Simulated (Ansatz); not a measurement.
CuI (zinc blende)

```cif
data_CuI
_chemical_formula_sum 'I1 Cu1'
_space_group_name_H-M_alt 'P 1'
_space_group_IT_number 1
_cell_length_a 4.19978
_cell_length_b 4.19978
_cell_length_c 4.19978
_cell_angle_alpha 60.000
_cell_angle_beta 60.000
_cell_angle_gamma 60.000
loop_
_space_group_symop_operation_xyz
  'x, y, z'
loop_
_atom_site_label
_atom_site_type_symbol
_atom_site_fract_x
_atom_site_fract_y
_atom_site_fract_z
_atom_site_occupancy
I1 I 0.75000 0.75000 0.75000 1
Cu1 Cu 0.00000 0.00000 0.00000 1
```

This relaxed cell (volume V₀) is scaled evenly in all directions, its shape held. Symmetry pins the atoms to their sites.

These are PBEsol (plane waves to 420 eV, PAW, scalar-relativistic; Ansatz, a program for electronic structure) values and carry that method's errors. k mesh 10×10×10 (Γ-centred), Fermi-Dirac smearing 0.05 eV. The energy includes the smearing's −TS. CuI is run without spin polarisation. CuI was relaxed with its symmetry unable to fall. Spin-orbit coupling is left out, though I is heavy. The zero of ΔE is the relaxed starting cell.

**Question.** Estimate the ΔE (meV/atom) for V/V₀ = 0.900, 0.933, 0.967, 1.017, 1.067, 1.083.

**Answer.** 
```csv
V/V₀,ΔE (meV/atom)
0.900,50.1
0.933,20.7
0.967,4.8
1.017,1.1
1.067,15.7
1.083,23.8
```

(Under strain, the slope of the energy per volume gives the stress and its curvature an elastic modulus.)
